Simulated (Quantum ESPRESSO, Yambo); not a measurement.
SiO2 (space group P6_322, No. 182): one geometry, one set of norm-conserving PBEsol (Quantum ESPRESSO, 84 Ry, scalar-relativistic) orbitals, self-energies from Yambo (3×3×2 Γ-centred k mesh, 273 bands and a 7 Ry block in the screening, 273 bands in G with the Bruneval-Gonze terminator, plasmon pole fitted at 27.2 eV).

```tsv
level	gap (0, 0.333, 0) → Γ (eV)	direct gap at Γ (eV)
PBEsol (Quantum ESPRESSO)	5.68	5.68
exchange only (Hartree-Fock self-energy on PBEsol orbitals)	…	…
static COHSEX@PBEsol	…	…
G0W0@PBEsol, plasmon pole	8.51	8.52
```

Q: Fill in the missing entries.

A: 
- exchange only (Hartree-Fock self-energy on PBEsol orbitals), gap (0, 0.333, 0) → Γ (eV): 15.53
- exchange only (Hartree-Fock self-energy on PBEsol orbitals), direct gap at Γ (eV): 15.53
- static COHSEX@PBEsol, gap (0, 0.333, 0) → Γ (eV): 9.74
- static COHSEX@PBEsol, direct gap at Γ (eV): 9.77

Bare exchange has no screening and gives the widest gap; static COHSEX screens it but leaves out the frequency dependence, which G0W0 restores.

Nearest settings tried, and what they do to the gap: 175 bands in W, 175 bands in G: +14 meV; 2 Ry block (73 vectors against 391): +250 meV. Not varied: mesh. So the settings aren't converged at that level.

Geometry of the Materials Project entry, not relaxed at this level; primitive cell a = b = 5.0691 Å, c = 8.5585 Å, α = β = 90.00°, γ = 120.00°.

This is not the ordinary phase of the substance; no match was found in the copy of COD used, and its stability was not checked.
